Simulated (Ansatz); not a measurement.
Starting cell, PbTe (rock salt):

```xyz
4
Lattice="0.0000 6.5690 6.5690 3.2845 3.2845 6.5690 3.2845 3.2845 0.0000" Properties=species:S:1:pos:R:3 pbc="T T T"
Te     0.0000     0.0000     0.0000
Te     3.2845     6.5690     3.2845
Pb     3.2845     3.2845     3.2845
Pb     3.2845     6.5690     6.5690
```

A phonon eigenvector at X = (0.5, 0.5, 0.0) is frozen into this cell: atom i moves by Q times the vector below, so Q is the largest atomic displacement, in Å. The cell is held. (q is in reciprocal vectors of the primitive cell; the cell shown is doubled to hold the pattern.)

```csv
atom,x,y,z
Te1,0.000,0.000,-0.305
Te2,0.000,0.000,0.305
Pb3,0.000,0.000,-1.000
Pb4,0.000,0.000,1.000
```

Level of theory: PBE (plane waves to 420 eV, PAW, scalar-relativistic; Ansatz, a program for electronic structure). k mesh 9×9×9 (Γ-centred), Fermi-Dirac smearing 0.05 eV. Energies are smeared free energies. PbTe was relaxed with its symmetry unable to fall. Spin-orbit coupling is left out, though Pb and Te are heavy. ΔE is measured from the undisplaced structure.

Task: Give the computed ΔE (meV/cell) and −dE/dQ from forces (eV/Å) at Q (Å) = -0.033, 0.017, 0.067, 0.083, 0.100.

Result: 
```json
[
 {"Q (Å)": "-0.033", "ΔE (meV/cell)": "0.8", "−dE/dQ from forces (eV/Å)": "0.050"},
 {"Q (Å)": "0.017", "ΔE (meV/cell)": "0.2", "−dE/dQ from forces (eV/Å)": "-0.025"},
 {"Q (Å)": "0.067", "ΔE (meV/cell)": "3.4", "−dE/dQ from forces (eV/Å)": "-0.103"},
 {"Q (Å)": "0.083", "ΔE (meV/cell)": "5.3", "−dE/dQ from forces (eV/Å)": "-0.131"},
 {"Q (Å)": "0.100", "ΔE (meV/cell)": "7.7", "−dE/dQ from forces (eV/Å)": "-0.159"}
]
```

(For displaced atoms, the force is minus the slope of the energy, and its curvature is a force constant, which sets phonon frequencies.)
